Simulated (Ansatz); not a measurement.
A plane-wave DFT run in Ansatz 0.2.0 (scalar-relativistic PAW potentials unless the input names others): input and command.

```yaml
crystal:
  lattice:
    - [0.0, 3.3096311561, 3.3096311561]
    - [3.3096311561, 0.0, 3.3096311561]
    - [3.3096311561, 3.3096311561, 0.0]
  atoms:
    - { symbol: Cd, position: [0.0, 0.0, 0.0] }
    - { symbol: Te, position: [0.75, 0.75, 0.75] }
basis:
  ecutwfc: 420
kpoints:
  mp_grid: { grid: [8, 8, 8] }
hamiltonian:
  xc: pbe
  pseudopotentials: { kind: nc }
scf:
  occupations: { method: gaussian, width: 0.02 }
  max_iter: 100
output:
  forces: true
  eigenvalues: true
  stress: true
magnetization:
  spin_polarized: true
  spin_orbit: true
```

```bash
ansatz run input.yaml --threads 4 --pin off --max-ram 8192MiB --backend cpu --events-out ev --progress --plain --runs-dir out
```

Question: What is wrong with this input?

Answer: The program refuses it, because of spin-orbit coupling on scalar files and without noncollinear: true (magnetization: not typed → {"spin_polarized": true, "spin_orbit": true}; hamiltonian.pseudopotentials: not typed → {"kind": "nc"}). Without those keys it is accepted.

Abridged log:
```
Error: 2 input errors — fix all and re-run
  1. inconsistent input (magnetization.spin_orbit, magnetization.noncollinear): true requires noncollinear: true — spin–orbit coupling acts on 2-spinor wavefunctions; set both flags
  2. inconsistent input (magnetization.spin_orbit, hamiltonian.pseudopotentials.kind): true requires a fully-relativistic hamiltonian.pseudopotentials.kind (nc_fr or paw_fr), or kind: all_electron without datasets and azcp, which then solves Dirac's equation on LAPW. paw_fr resolves this project's PAW files (source: ansatz) by j as it reads them
```